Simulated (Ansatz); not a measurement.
One crystal and one scan (generalised stacking-fault energy along a line) at two levels, r2SCAN (plane waves to 500 eV, PAW, scalar-relativistic; Ansatz, a quantum-chemistry and plane-wave program) and PBE (plane waves to 420 eV, PAW, scalar-relativistic; Ansatz), each from its own relaxed cell and on its own mesh. The cell shown is that of r2SCAN.

Generalised stacking fault of PbSe (rock salt) on the {100} plane. The cell below holds the perfect crystal with the plane normal along z; tilting its third vector by the shift puts one fault into each cell, between planes 3.09 Å apart, at fixed cell height.

```yaml
crystal:
  lattice:
    - [4.36829, 0.00000, 0.00000]
    - [0.00000, 4.36829, 0.00000]
    - [2.18415, 2.18415, 9.26655]
  atoms:
    - { symbol: Se, position: [0.00000, 0.00000, 0.83333] }
    - { symbol: Se, position: [0.33333, 0.33333, 0.16667] }
    - { symbol: Se, position: [0.66667, 0.66667, 0.50000] }
    - { symbol: Pb, position: [0.50000, 0.50000, 0.83333] }
    - { symbol: Pb, position: [0.83333, 0.83333, 0.16667] }
    - { symbol: Pb, position: [0.16667, 0.16667, 0.50000] }
```

In-plane vectors a = (4.368, 0.000) Å, b = (0.000, 4.368) Å, area 19.08 Å². The shift is s times the vector a (length 4.368 Å), so s = 1 restores the start. The shift is rigid: no atom relaxes. γ = [E(shift) − E(0)] / area.

E is the zero-smearing estimate. PbSe was relaxed with its symmetry unable to fall. Spin-orbit coupling is left out, though Pb is heavy. The PAW data are Ansatz's earlier set. Faults lie only 9.3 Å apart, and holding the cell height and the atoms raises γ above its relaxed value. Percentages come from the unrounded values. Both scans cover s from 0.000 to 0.917.

Results of r2SCAN:

- Lattice constant a (Å): 6.178
- Highest computed γ on the line (mJ/m²): 431
- Steepest slope dγ/d(shift) before the first maximum (spline) (GPa): 3.1
- Position of the highest point: s = 0.500
- Local minima between the ends: no computed point is one

### Question
Estimate the PBE values.

### Answer
```json
[
 {"quantity": "Lattice constant a (Å)", "PBE": "6.218", "r2SCAN − PBE": "-0.040 (-0.6 %)"},
 {"quantity": "Highest computed γ on the line (mJ/m²)", "PBE": "409", "r2SCAN − PBE": "+22 (+5.6 %)"},
 {"quantity": "Steepest slope dγ/d(shift) before the first maximum (spline) (GPa)", "PBE": "2.9", "r2SCAN − PBE": "+0.2 (+6 %)"}
]
```

r2SCAN gives the higher value for: highest computed γ on the line. r2SCAN gives the lower value for: lattice constant a. Both give the same position of the highest point: s = 0.500.

(The slope of γ gives the shear force per area between the displaced halves; near zero shift its curvature is an elastic stiffness.)
